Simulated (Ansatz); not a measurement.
## AlIn2N3 under pressure: fit and missing row

AlIn2N3, Cmc2_1, a = 10.187 Å, b = 5.863 Å, c = 5.445 Å. The structure is a Materials Project entry; whether it is the stable form wasn't checked. Ansatz: PBEsol, PAW, 420 eV, Γ-centred 6×6×6 mesh on 12 atoms, Gaussian smearing 0.02 eV; no spin polarisation. Cell and atoms are relaxed at each pressure, and no other structure is tried, so the rows at high pressure may lie past a change of phase.

| V (Å³/atom) | P (GPa) |
| --- | --- |
| ? | 25.02 |
| 12.676 | 12.02 |
| 13.224 | 4.00 |
| 13.462 | 1.02 |
| 13.550 | -0.01 |
| 13.639 | -1.02 |

**Question.** Take V0 = 13.550 Å³/atom, count pressures from its P0 = -0.01 GPa, fit the third-order Birch–Murnaghan form to the other rows, and predict the missing volume.

**Answer.** With the Eulerian strain f = ½[(V0/V)^(2/3) − 1] and y = (P − P0)/[3f(1 + 2f)^(5/2)], the form is the line y = B0 + 1.5 B0 (B0′ − 4) f. Rows (f, y): 0.02273, 157.9; 0.00818, 156.9; 0.00218, 155.8; -0.00218, 156.1. Means f = 0.007727, y = 156.68; Σ(Δf)² = 0.0003542, ΣΔfΔy = 0.02903; the slope is their ratio. y = 156.0 + 81.96 f GPa, so B0 = 156.0 GPa and B0′ = 4 + 2 × (81.96)/(3 × 156.0) = 4.35. P = 25.02 GPa is met at f = 0.04263 (y = 159.49), so V = V0 (1 + 2f)^(−3/2) = 11.985 Å³/atom. The run gave 11.982 Å³/atom, so the fit is 0.003 Å³/atom too high, a small miss on the scale of the series. The form still works here, 100 % of the fitted range beyond its end.